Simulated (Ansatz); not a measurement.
# Two states of MnCO$_{3}$

```xyz
10
Lattice="4.7830 0.0000 0.0000 -2.3915 4.1422 0.0000 0.0000 -2.7615 5.2249" Properties=species:S:1:pos:R:3 pbc="T T T"
Mn    0.0000    0.0000    0.0000
Mn    2.3915   -1.3807    2.6125
C     0.0000    0.0000    3.9187
C     2.3915    1.3807    1.3062
O     1.2890    0.0000    3.9187
O    -0.6445    1.1163    3.9187
O     4.1385   -1.1163    3.9187
O     1.1025    1.3807    1.3062
O     3.0360    0.2644    1.3062
O    -1.7470    2.4971    1.3062
```

Level: PBEsol, with U_eff = 5.12 eV on Mn d, V = 0.85 eV between Mn d and O p within 2.637 Å (all-electron-ortho-atomic projectors); 420 eV; 5×5×5 Γ-centred mesh; fermi-dirac occupations (width 0.1394 eV); Ansatz 0.2.0, fixed geometry.

State A: Mn1 up, Mn2 up (collinear spin). State B: Mn1 up, Mn2 down (collinear spin).

Problem. Which state is lower, and how do they differ?

Solution. State B is lower by 2.4 meV an atom at zero smearing.

```
state  free energy (meV/atom)  largest moment in a small sphere (μB)  net moment (μB/cell)  gap on mesh (eV)  pressure (GPa)  largest force (eV/Å)
    A                     2.4                                   4.28                 10.00              3.58             0.5                  0.03
    B                     0.0                                   4.27                  0.00              4.24             0.2                  0.04
```

Origin: a database entry at a rescaled volume. Caveats: an odd or shifted mesh can miss the band edges, so this level's true gap may be smaller.
